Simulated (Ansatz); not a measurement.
Bulk modulus by a P(V) fit from PBE minus that from HSE06 (% of the latter), each on its own relaxed cell (Ansatz, an electronic-structure program, plane waves, PAW; no spin–orbit coupling, no Hubbard U), over 14 phases of the class «phosphides, arsenides and antimonides»: what sign and size do you expect?

Mean -13 %, median -14 %, mean absolute 13 %; eight in ten lie between -17 and -8 %, and 0 % are above zero.

Some cases that may be named, with their rank among the 14 from the lowest: GaSb, zinc blende -17 % (rank 1); InAs, zinc blende -17 % (rank 2); InP, zinc blende -15 % (rank 7); GaP, zinc blende -13 % (rank 8); AlP, zinc blende -9 % (rank 12); BP, zinc blende -7 % (rank 13).

The phases are those computed here (of each formula those with measured values and the lowest at some level), not a balanced benchmark, and neither functional is the truth. Pairs that end in unlike spin orders or unlike minima (c/a over 6 % apart, 30 % for weakly bound crystals), magnets with 4f shells, solids of gases and phases set aside for tests are left out.

All cells were relaxed under the symmetry of their starts (and spin orders); stability against distortions was not tested throughout. Spin–orbit coupling is left out wherever it is not named.

Potentials: the later of the program's two PAW sets.

Ansatz is a plane-wave DFT program.
